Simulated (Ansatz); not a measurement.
Relaxation of a relaxed TaN cell, doubled along one cell vector, shaken by Gaussian noise of σ = 0.08 Å a coordinate; 8 atoms in the cell, which starts as P1 (No. 1), aP8; a = 3.0494 Å, b = 5.7178 Å, c = 6.0988 Å, α = β = γ = 90.00°. Level of theory: PBE (plane waves to 420 eV, PAW, scalar-relativistic; Ansatz, a program for electronic structure). Γ-centred k-mesh 8×4×4 on the run's cell (coarser than for final values), Fermi–Dirac smearing 0.05 eV. This is the first round of the run. 

The optimiser's lines from the output (shortened; P is positive under compression):

```
relax step   1: F+E_penalty+E_count = -41272.18293193 eV  Δ(F+E_penalty+E_count) = +0.000e0 eV  max|allowed force component| = 4.359e0 eV/Å  Δτ_max = 0.0000 Å  P = +5.018 GPa  Ω = 106.336 Å³  (11 SCF iters, dr2 threshold 1.00e-7 eV, accepted)
relax step   2: F+E_penalty+E_count = -41273.33279445 eV  Δ(F+E_penalty+E_count) = -1.150e0 eV  max|allowed force component| = 1.460e0 eV/Å  Δτ_max = 0.1871 Å  P = +0.621 GPa  Ω = 106.553 Å³  (9 SCF iters, dr2 threshold 8.00e-7 eV, accepted)
relax step   3: F+E_penalty+E_count = -41273.52494734 eV  Δ(F+E_penalty+E_count) = -1.922e-1 eV  max|allowed force component| = 9.039e-2 eV/Å  Δτ_max = 0.0751 Å  P = -0.151 GPa  Ω = 106.454 Å³  (8 SCF iters, dr2 threshold 8.00e-7 eV, accepted)
relax step   4: F+E_penalty+E_count = -41273.53945058 eV  Δ(F+E_penalty+E_count) = -1.450e-2 eV  max|allowed force component| = 7.422e-3 eV/Å  Δτ_max = 0.0187 Å  P = +0.132 GPa  Ω = 106.294 Å³  (7 SCF iters, dr2 threshold 8.00e-7 eV, accepted)
relax step   5: F+E_penalty+E_count = -41273.53946594 eV  Δ(F+E_penalty+E_count) = -1.536e-5 eV  max|allowed force component| = 1.246e-3 eV/Å  Δτ_max = 0.0012 Å  P = -0.008 GPa  Ω = 106.356 Å³  (5 SCF iters, dr2 threshold 2.37e-7 eV, accepted)
relax step   6: F+E_penalty+E_count = -41273.53947101 eV  Δ(F+E_penalty+E_count) = -5.073e-6 eV  max|allowed force component| = 2.768e-4 eV/Å  Δτ_max = 0.0012 Å  P = -0.003 GPa  Ω = 106.357 Å³  (5 SCF iters, dr2 threshold 3.53e-9 eV, accepted)
relax step   7: F+E_penalty+E_count = -41273.53947559 eV  Δ(F+E_penalty+E_count) = -4.579e-6 eV  max|allowed force component| = 7.975e-4 eV/Å  Δτ_max = 0.0021 Å  P = +0.003 GPa  Ω = 106.357 Å³  (8 SCF iters, accepted)
relax step   8: F+E_penalty+E_count = -41273.53949456 eV  Δ(F+E_penalty+E_count) = -1.897e-5 eV  max|allowed force component| = 7.978e-4 eV/Å  Δτ_max = 0.0000 Å  P = +0.008 GPa  Ω = 106.357 Å³  stress off target by 9.53e-3 GPa  SCF on the basis re-selected at this cell (its energy is not comparable with the rows above)  (4 SCF iters)
```

From the first to the last row the energy changes by -0.17 eV/atom and the volume by 0.0 %. The last row is marked as not comparable with the walk above it, whose basis was carried along; it does compare with step 1, since both stand on a basis selected at the nominal cutoff for their own cell.

Later rounds, restarted from the end of this one on a renewed k-mesh, logged 4 more steps and released under 0.01 eV/atom more. The final structure after all rounds: P4₂/mmc (No. 131), tP4; a = b = 3.0494 Å, c = 5.7177 Å, α = β = γ = 90.00°. Between re-selections the logged energies stand on a plane-wave basis carried along with the cell. No spin polarisation in the result.

The relaxed structure here is a generated cell of TaN: the first start was made by a random draw of sites in a space group, and the end was not matched to a known phase here, so it may be hypothetical. Known forms of TaN include space group No. 225.
